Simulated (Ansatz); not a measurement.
Cd$_{2}$TeSe:
```cif
data_Cd6Se3Te3
_chemical_formula_sum 'Cd6 Te3 Se3'
_space_group_name_H-M_alt 'R3m :H'
_space_group_IT_number 160
_space_group_name_Hall 'R 3 -2"'
_cell_length_a 4.44607
_cell_length_b 4.44607
_cell_length_c 21.77727
_cell_angle_alpha 90.000
_cell_angle_beta 90.000
_cell_angle_gamma 120.000
loop_
_atom_site_label
_atom_site_type_symbol
_atom_site_symmetry_multiplicity
_atom_site_Wyckoff_symbol
_atom_site_fract_x
_atom_site_fract_y
_atom_site_fract_z
_atom_site_occupancy
Cd1 Cd 3 a 0.00000 0.00000 0.99477 1
Cd2 Cd 3 a 0.00000 0.00000 0.50508 1
Te1 Te 3 a 0.00000 0.00000 0.37612 1
Se1 Se 3 a 0.00000 0.00000 0.87404 1
```
(The calculation used a cell of 4 atoms; values per cell refer to that cell.)

Relaxed with PBEsol.

Q: Give the optical modes at the zone centre with their infrared activity from DFPT, the program Ansatz at the PBEsol level (PAW).

A: Transverse frequencies, without the LO–TO term; a row sums one degenerate level.

```
ω (cm⁻¹)  degeneracy  IR ((D/Å)²/amu)     activity  symmetry
--------  ----------  ---------------  -----------  --------
30                 2             0.00  IR-inactive         E
114                1             0.06           IR        A1
144                1             2.34           IR        A1
150                2             7.09           IR         E
156                2             2.08           IR         E
175                1             2.00           IR        A1
```

The first step of the workflow began from a Materials Project structure, measured or hypothetical; the Crystallography Open Database copy checked does not list it. Its standing as an ambient phase is unchecked. Symmetry was held in the PBEsol relaxation; of distortions, only those at the zone centre were tested. Spin–orbit coupling is left out wherever it is not named.

Potentials: the later of the program's two PAW sets.
